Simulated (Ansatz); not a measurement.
ZrO:
```cif
data_O3Zr3
_chemical_formula_sum 'Zr3 O3'
_space_group_name_H-M_alt 'P-62m'
_space_group_IT_number 189
_space_group_name_Hall 'P -6 -2'
_cell_length_a 5.24836
_cell_length_b 5.24836
_cell_length_c 3.16591
_cell_angle_alpha 90.000
_cell_angle_beta 90.000
_cell_angle_gamma 120.000
loop_
_atom_site_label
_atom_site_type_symbol
_atom_site_symmetry_multiplicity
_atom_site_Wyckoff_symbol
_atom_site_fract_x
_atom_site_fract_y
_atom_site_fract_z
_atom_site_occupancy
Zr1 Zr 1 a 0.00000 0.00000 0.00000 1
Zr2 Zr 2 d 0.33333 0.66667 0.50000 1
O1 O 3 f 0.00000 0.40670 0.00000 1
```

Relaxed with PBEsol.

### Question
Decompose the optical modes at the zone centre into irreducible representations, and say which are infrared and Raman allowed.

### Answer
Point group -6m2: Γ_opt = A1' + A1'' + A2' + 2A2'' + 4E' + E''. Infrared: A2'', E'. Raman: A1', E', E''.

### Question
Assign frequencies (DFPT, PBEsol in the plane-wave PAW code Ansatz).

### Answer
A2'' 189, E' 235, A1'' 235, E' 274, E' 418, A1' 446, E'' 450, E' 491, A2'' 512, A2' 534 cm⁻¹.

The start of the workflow was typed in or built on a structure type; neither database checked (COD, Materials Project) lists it. COD files the formula under space group No. 225. Its standing as an ambient phase is unchecked. The cell was relaxed with PBEsol under the symmetry of its start; its stability against distortions is not shown here. The run is not spin-polarised. A small band overlap can be real or an error of a semilocal functional. As this level gives no gap, phonon frequencies hold no LO–TO term and depend on the k-mesh and smearing (Fermi–Dirac, 0.1 eV here).

Potentials: the earlier of the program's two PAW sets. The files were generated under PBE; for other functionals the program regenerates the frozen cores, and for LDA and PBEsol the local potential too.
